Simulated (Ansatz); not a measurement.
La$_{2}$O$_{3}$:
Space group P-3m1 (No. 164); a = 3.9404 Å, b = 3.9404 Å, c = 6.1875 Å, α = 90.00°, β = 90.00°, γ = 120.00°

```
atom  site  symmetry       x       y       z
----  ----  --------  ------  ------  ------
La      2d       3m.  0.3333  0.6667  0.2474
O       2d       3m.  0.6667  0.3333  0.3547
O       1a      -3m.  0.0000  0.0000  0.0000
```

Relaxed with PBE.

Q: Decompose the optical modes at the zone centre into irreducible representations, and say which are infrared and Raman allowed.

A: Point group -3m: Γ_opt = 2A1g + 2A2u + 2Eg + 2Eu. Infrared: A2u, Eu. Raman: A1g, Eg.

Q: Assign frequencies (DFPT, PBE in the plane-wave PAW code Ansatz; without the LO–TO term).

A: Eg 97, Eu 164, A2u 173, A1g 181, Eu 344, Eg 379, A1g 381, A2u 426 cm⁻¹.

The cell was relaxed with PBE under the symmetry of its start; phonons on a q-mesh show no instability. Scalar-relativistic: spin–orbit coupling is off unless named, which matters more the heavier the elements.

Potentials: the later of the program's two PAW sets.
